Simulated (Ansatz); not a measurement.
RbBr:
```yaml
crystal:
  lattice:
    - [0.00000, 3.50894, 3.50894]
    - [3.50894, 0.00000, 3.50894]
    - [3.50894, 3.50894, 0.00000]
  atoms:
    - { symbol: Rb, position: [0.00000, 0.00000, 0.00000] }
    - { symbol: Br, position: [0.50000, 0.50000, 0.50000] }
```

Cartesian axes are those of the cell as given.

Q: Give the high-frequency dielectric tensor and the Born effective charge tensors of the independent atoms from DFPT, PBE (plane waves, PAW; program Ansatz).

A: 
ε∞:
```
2.46  0.00  0.00
0.00  2.46  0.00
0.00  0.00  2.46
```
Z* of atom 1 (Rb), rows: field, columns: displacement, in e:
```
1.16  0.00  0.00
0.00  1.16  0.00
0.00  0.00  1.16
```
Z* of atom 2 (Br), rows: field, columns: displacement, in e:
```
-1.16   0.00   0.00
 0.00  -1.16   0.00
 0.00   0.00  -1.16
```

Static charges for comparison (Bader): Rb1 +0.83, Br2 -0.83 e. Born charges measure polarisation by displacement and can exceed these by far.

Space group Fm-3m (rock salt). Symmetry was held in the PBE relaxation; phonons on a q-mesh show no instability. Scalar-relativistic: spin–orbit coupling is off unless named, which matters more the heavier the elements.

Potentials: the later of the program's two PAW sets.
